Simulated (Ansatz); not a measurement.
**RbCo₆Si₆: reading a single point**

```yaml
crystal:
  lattice:
    - [5.20370, 0.00000, 0.00000]
    - [-2.60185, 4.50654, 0.00000]
    - [0.00000, 0.00000, 7.94742]
  atoms:
    - { symbol: Si, position: [0.33330, 0.66670, 0.00000] }
    - { symbol: Si, position: [0.66660, 0.33330, 0.00000] }
    - { symbol: Co, position: [0.00000, 0.50000, 0.24961] }
    - { symbol: Co, position: [0.50000, 0.00000, 0.24961] }
    - { symbol: Co, position: [0.50000, 0.50000, 0.24961] }
    - { symbol: Co, position: [0.50000, 0.00000, 0.75039] }
    - { symbol: Co, position: [0.00000, 0.50000, 0.75039] }
    - { symbol: Co, position: [0.50000, 0.50000, 0.75039] }
    - { symbol: Si, position: [0.00000, 0.00000, 0.33851] }
    - { symbol: Si, position: [0.00000, 0.00000, 0.66149] }
    - { symbol: Rb, position: [0.00000, 0.00000, 0.00000] }
    - { symbol: Si, position: [0.33330, 0.66670, 0.50000] }
    - { symbol: Si, position: [0.66660, 0.33330, 0.50000] }
```

Single point in Ansatz 0.2.0 with r2SCAN, no spin polarisation. Cutoff 500 eV, PAW datasets, 8×8×5 Γ-centred k mesh, fermi-dirac filling (width 0.056 eV).

**Question.** What is the formation energy?

**Answer.** 0.18 eV an atom against the elements' usual phases (free molecules for gases, crystals otherwise, with no correction for O₂ or N₂), so at this geometry it isn't bound against them. Relaxing would lower it.

**Question.** Where is the largest force?

**Answer.** The largest is on Si9 (and as large on other atoms): 1.55 eV/Å, components (0.00, 0.00, 1.55). It makes 0° with the line to a nearest neighbour, Si10 at 2.57 Å, pointing towards it.

**Question.** Is the cell too large or too small?

**Answer.** The pressure is -17.2 GPa (compression positive), so with the atoms held at these fractions the cell would first shrink; the forces are large, so a full relaxation may end otherwise. The principal stresses -19.3, -16.2, -16.2 GPa differ, so its shape would change too.

**Question.** Metal or insulator?

**Answer.** It is a metal, with about 11 states/eV a cell as the mean within 0.25 eV of the Fermi level, mostly Co d (78 %) and Si p (15 %).

Origin: a known structure type with other elements, at an estimated volume, so it need not be a known compound. Caveats: no spin polarisation, so a magnetic state may lie lower; atoms or cell far from equilibrium.

Run time, from a saved density: 34 s on 1 thread of AMD EPYC 9R45 (Zen 5), with other jobs on the host, peak memory 1.3 GiB. The time holds forces, stress, DOS, bands, ELF.
